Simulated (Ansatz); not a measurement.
A calculation with the code Ansatz. Plane-wave DFT: an element X is put into a periodic supercell of the crystal below and the atoms relax. X is one of the candidates, and is told by the neutral defect's formation energy over the elements (uncorrected), its moments where the run had spin, and its relaxed neighbours, eight at most.

```
cell
1.0
    -2.1119    2.1119    4.9611
     2.1119   -2.1119    4.9611
     2.1119    2.1119   -4.9611
La Ru Si
1 1 3
Direct
  0.9991 0.9991 0.0000
  0.6549 0.6549 0.0000
  0.4180 0.4180 0.0000
  0.2610 0.7610 0.5000
  0.7610 0.2610 0.5000
```

| quantity | value |
| --- | --- |
| host atoms in supercell | 25 |
| functional | PBEsol |
| wave cutoff | 420 eV |
| k mesh | 3, 3, 3 |
| k shift | 0, 0, 0 mesh steps |
| gaussian smearing | 0.05 eV |
| start displacement | 0.05 angstrom |
| electrons started on | no chosen atoms |
| candidate elements | N, Mg, P, Ca, Ba, Bi |
| found formation energy | 0.178 eV |
| found largest move from host sites | 1.499 angstrom |

| supercell vector | supercell times a (host cell vectors) | supercell times b (host cell vectors) | supercell times c (host cell vectors) |
| --- | --- | --- | --- |
| A | -2 | -1 | -2 |
| B | 0 | 2 | 1 |
| C | 1 | -1 | -1 |

```csv
change element,change kind,change place a (host cell vectors),change place b (host cell vectors),change place c (host cell vectors)
X,interstitial,0.2083,0.2083,0
```

| found neighbour element | found neighbour distance (angstrom) |
| --- | --- |
| Si | 1.745 |
| Si | 1.797 |
| Si | 1.814 |
| La | 2.616 |
| Ru | 2.8 |

**Question.** Which element is X?

**Answer.** N.

Caveats: one random start near the defect, so other minima are possible; the supercell is small.
